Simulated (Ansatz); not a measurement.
BeS:
```xyz
6
Lattice="3.4517 0.0000 0.0000 -1.7259 2.9893 0.0000 0.0000 0.0000 7.8110" Properties=species:S:1:pos:R:3 pbc="T T T"
Be    -0.8629     1.4947     2.6037
Be     0.8629     1.4947     5.2073
Be     1.7259     0.0000     0.0000
S     -0.8629     1.4947     6.5091
S      0.8629     1.4947     1.3018
S      1.7259     0.0000     3.9055
```

Relaxed with PBE. Special points in fractions of this cell's reciprocal vectors: Γ (0.000, 0.000, 0.000); M (0.500, 0.000, 0.000); K (0.333, 0.333, 0.000); A (0.000, 0.000, 0.500); L (0.500, 0.000, 0.500); H (0.333, 0.333, 0.500).

### Question
List the band energies nearest the valence-band maximum at these points for PBE in the plane-wave PAW code Ansatz.

### Answer
In eV from the valence-band maximum; about four levels below and three above (degenerate sets whole), none deeper than 8.9 eV; points with the same levels are listed once.

```tsv
k	below	above
Γ	-0.65 -0.65 -0.31 0.00	4.02 4.02 4.73
M	-2.18 -2.17 -1.73 -1.63	2.67 2.92 3.84
K	-3.89 -3.89 -2.47 -1.68 -1.68	4.01 4.25 4.25
A	-0.71 -0.45 -0.45 -0.38	3.51 5.08 5.08
L	-2.43 -1.99 -1.62 -1.28	3.22 3.83 4.02
H	-3.23 -3.23 -2.58 -1.21	4.42 4.99 5.91 5.91
```

Space group P6_422. The start of the workflow was typed in or built on a structure type; neither database checked (COD, Materials Project) lists it. COD files the formula under space group No. 216, so this cell is another polymorph or a model. Its standing as an ambient phase is unchecked. The cell was relaxed with PBE under the symmetry of its start; its stability against distortions is not shown here.

Potentials: the earlier of the program's two PAW sets.
